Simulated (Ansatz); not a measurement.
Given:

SrCl₂ (fluorite, Fm-3m), a = 6.995 Å, b = 6.995 Å, c = 6.995 Å, α = 90.00°, β = 90.00°, γ = 90.00°; the cell used has 3 atoms.

This is the r²SCAN-relaxed structure.

Q: All from the program Ansatz at the r²SCAN level (PAW), unless another level is named. Give the Bader charges.

A: Sr +1.66, Cl -0.83 e.

Q: Next, the electronic dielectric constant ε∞ (DFPT)?

A: 2.77.

The cell was relaxed with r²SCAN under the symmetry of its start; phonons on a q-mesh show no instability. Spin–orbit coupling is left out wherever it is not named.

Potentials: the later of the program's two PAW sets.
